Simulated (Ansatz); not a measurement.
The start is a generated trial cell of Zr3Si in the AFLOW prototype A3B_hP8_194_h_c (D0_19, as in Ni3Sn). A full variable-cell relaxation at zero pressure is run with r2SCAN (plane waves to 500 eV, PAW, scalar-relativistic; Ansatz, a first-principles code). The first steps use a coarse 4×4×4 k-mesh.

The start:
```
CELL_PARAMETERS angstrom
      6.77846     0.00000     0.00000
     -3.38923     5.87032     0.00000
      0.00000     0.00000     5.43685
ATOMIC_POSITIONS crystal
  Zr 0.83920 0.67840 0.25000
  Zr 0.16080 0.83920 0.75000
  Zr 0.32160 0.16080 0.25000
  Zr 0.16080 0.32160 0.75000
  Zr 0.83920 0.16080 0.25000
  Zr 0.67840 0.83920 0.75000
  Si 0.33333 0.66667 0.25000
  Si 0.66667 0.33333 0.75000
```

**Question.** What is the largest force in the starting geometry, and on which atom (counted from 1)?

**Answer.** About 0.7 eV/Å, on Zr1, Zr2, Zr3, Zr4, Zr5, Zr6 (atoms numbered as listed).

**Question.** Write out the relaxed structure.

**Answer.** 
Space group P6₃/mmc (No. 194); a = 6.1023 Å, b = 6.1023 Å, c = 4.9400 Å, α = 90.00°, β = 90.00°, γ = 120.00°

```json
[
 {"atom": "Zr", "site": "6h", "symmetry": "mm2", "x": "0.3456", "y": "0.1728", "z": "0.2500"},
 {"atom": "Si", "site": "2c", "symmetry": "-6m2", "x": "0.3333", "y": "0.6667", "z": "0.2500"}
]
```

The space group stays P6₃/mmc (No. 194) (the run could not lower it); the end is AFLOW prototype A3B_hP8_194_h_c (D0_19, as in Ni3Sn), with 8 atoms in the primitive cell. Final values are on a 9×9×10 k-mesh of the relaxed cell. No spin polarisation in the result.

The run could not lower the symmetry of its start; a shaken copy of this end point relaxes with r2SCAN to Cmcm (No. 63), 0.02 eV/atom lower.

The first start was generated by placing the elements on the sites of a structure type. Materials Project lists a structure of Zr3Si in the same space group, P6₃/mmc (No. 194); the sites were not compared with it, nor with measured phases.
